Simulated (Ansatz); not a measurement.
CrCuO₂ (delafossite type, space group R-3m)

```xyz
4
Lattice="1.5064 0.8697 5.7039 -1.5064 0.8697 5.7039 0.0000 -1.7394 5.7039" Properties=species:S:1:pos:R:3 pbc="T T T"
Cu     0.0000     0.0000     0.0000
Cr     0.0000     0.0000     8.5559
O      0.0000     0.0000     1.8556
O      0.0000     0.0000    15.2562
```

The slice is a (0001) plane (indices of the conventional cell) through the point (0.108, 0.108, 0.108) (fractional), spanned by u = [1 0 -1] and v = [-1 2 -1] in vectors of this cell: u (3.01 Å) and v (5.22 Å, at 90° to u). It covers one period; positions are fractions (u, v).

Method: PBE (plane waves to 420 eV, PAW, scalar-relativistic; Ansatz, a quantum-chemistry and plane-wave program). k mesh 13×13×13. Inside the PAW spheres the values are not all-electron values, and peaks at nuclei hang on which shells count as valence. CrCuO2 is run spin-polarised and with no Hubbard U. CrCuO2 was relaxed with its symmetry unable to fall. Relaxed CrCuO2 ends ferromagnetic. The magnetic order is the one the run started from; other orders were not tried.

Question: Sketch the electrostatic potential energy of an electron, from the cell's mean on this plane as a map.

Answer: 
```
|xxxxx*#%%#%%#*xxxx|
|xxxxx#%@@%@@%#xxxx|
|xxxx*%@@@@@@@%*xxx|
|xxx*#%@@@@@@@%#*xx|
|==+*%%@@@@@@@%%*+=|
|==+*#%@@@@@@@%#*+=|
|--=+*#%@@@@@%#*+=-|
|..:=+#%@@@@@%#+=:.|
|   -=*#%@@@%#*=-  |
|   :=*#%%%%%#*=:  |
|   :=+*******+=:  |
|   :==+xxxxx+==:  |
|  :-==xxxxxxx==-: |
|:--==xxxxxxxxx==--|
|==+++xxxxxxxxx+++=|
|**#*+xxxxxxxxx+*#*|
|#%%#*xxxxxxxxx*#%%|
|%@@%#xxxxxxxxx#%@@|
|@@@@%*xxxxxxx*%@@@|
|@@@@%#*xxxxx*#%@@@|
|@@@@%%*+===+*%%@@@|
|@@@@%#*+===+*#%@@@|
|@@@%#*+=---=+*#%@@|
|@@@%#+=:...:=+#%@@|
|@@%#*=-     -=*#%@|
|%%%#*=:     :=*#%%|
|****+=:     :=+***|
|xxx+==:     :==+xx|
|xxxx==-:   :-==xxx|
|xxxxx==--:--==xxxx|
|xxxxx+++===+++xxxx|
|xxxxx+*#***#*+xxxx|
```
Scale: ten equal steps from 1.00 (start of ' ') to 9.26 (end of '@'), in the order ' .:-=+*#%@'. Values: electrostatic potential energy of an electron, from the cell's mean, in eV. The map has 18 points along u (one character each, u = 0 at the left) and 32 along v (v = 0 in the bottom row). Points within 0.8 Å of a nucleus are blanked (x), as the pseudised field means little there. Values under 1 eV are set to 1. The zero, the cell's mean, hangs on the PAW cores.
